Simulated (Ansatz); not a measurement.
**Kick test of a cell of K₃HF₄**

The structure comes from a generated guess, relaxed at this level; another structure or a mixture of phases may lie lower.

The calculation used Ansatz, DFT PBE, scalar-relativistic, plane waves, PAW. Cutoff 420 eV; k points 8×6×2 on the computed 8-atom cell (Γ-centred); Gaussian smearing, width 0.02 eV; no spin polarisation.

The cell below (8 atoms, space group Pmmm (No. 47)) is relaxed within its symmetry.

```yaml
crystal:
  lattice:
    - [3.44962, 0.00000, 0.00000]
    - [0.00000, 3.59341, 0.00000]
    - [0.00000, 0.00000, 11.51675]
  atoms:
    - { symbol: K, position: [0.00000, 0.00000, 0.70589] }
    - { symbol: K, position: [0.00000, 0.00000, 0.29411] }
    - { symbol: K, position: [0.00000, 0.50000, 0.00000] }
    - { symbol: H, position: [0.50000, 0.50000, 0.50000] }
    - { symbol: F, position: [0.50000, 0.00000, 0.13392] }
    - { symbol: F, position: [0.50000, 0.50000, 0.40028] }
    - { symbol: F, position: [0.50000, 0.00000, 0.86608] }
    - { symbol: F, position: [0.50000, 0.50000, 0.59972] }
```

For the test it was strained at random (σ = 1.5 % a component), the atoms were moved at random (σ = 0.10 Å), and all was relaxed again on a coarse 4×4×1 mesh (in the run’s order of axes) with 0.10 eV smearing, with no symmetry imposed.

Task: Is the structure stable against such a distortion?

Result: It doesn't return. The energy falls by 18 meV/atom on that mesh, the volume changes by -1.1 %, and the end has space group Pm (No. 6) at a loose tolerance. Relaxed again on an 8×6×2 mesh with 0.02 eV smearing, the new structure lies 18 meV/atom below the first (mesh in the axes of the run's cell; the cell below is made exact in the group named). Space group Pm (No. 6), monoclinic, a = 3.410 Å, b = 3.603 Å, c = 11.503 Å, β = 90.5°. K on its first site has 6 F at 2.66–2.68 Å; K on its second site has 8 F at 2.78–2.98 Å; H is surrounded by 1 F at 1.06 Å and 1 F at 1.27 Å; around F on its first site lie 6 K at 2.66–2.80 Å and 1 F at 2.90 Å; 4 more sites not described.

```cif
data_structure
_symmetry_space_group_name_H-M 'Pm'
_symmetry_Int_Tables_number 6
_cell_length_a 3.4097
_cell_length_b 3.6035
_cell_length_c 11.5031
_cell_angle_alpha 90.000
_cell_angle_beta 90.527
_cell_angle_gamma 90.000
_cell_volume 141.33
loop_
_atom_site_label
_atom_site_type_symbol
_atom_site_symmetry_multiplicity
_atom_site_Wyckoff_symbol
_atom_site_fract_x
_atom_site_fract_y
_atom_site_fract_z
_atom_site_occupancy
K1 K 1 b 0.99620 0.50000 0.69836 1
K2 K 1 b 0.00476 0.50000 0.26764 1
K3 K 1 a 0.00188 0.00000 0.97955 1
H1 H 1 a 0.49682 0.00000 0.50116 1
F1 F 1 a 0.50649 0.00000 0.15690 1
F2 F 1 a 0.50009 0.00000 0.40904 1
F3 F 1 b 0.50020 0.50000 0.87620 1
F4 F 1 a 0.49356 0.00000 0.61115 1
```
